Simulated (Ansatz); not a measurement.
F in space group P6/mmm (No. 191; F on 1a, F on 2d) under volume change, DFT-r²SCAN+D4 in the program Ansatz with PAW potentials, shape and atoms relaxed at each volume.

```tsv
V (Å³/atom)	E − E(relaxed) (meV/atom)	P (GPa)
11.266	4.9	1.62
11.637	1.9	0.93
12.009	0.4	0.38
12.380	0.0	0.00
12.751	0.4	-0.29
13.123	1.3	-0.50
13.494	2.7	-0.68
```

Question: What does a third-order Birch–Murnaghan fit give for V₀, B₀ and B′?

Answer: V₀ = 12.38 Å³/atom, B₀ = 11.5 GPa, B′ = 8.9.

A made-up cell: these elements were put on the sites of a structure type; neither database checked (COD, Materials Project) lists it. It is not the usual solid phase (space group No. 15). The cell was relaxed with r²SCAN+D4 under the symmetry of its start. At this level the phase is mechanically unstable. The substance is a gas or liquid at ambient conditions.

Potentials: the later of the program's two PAW sets.
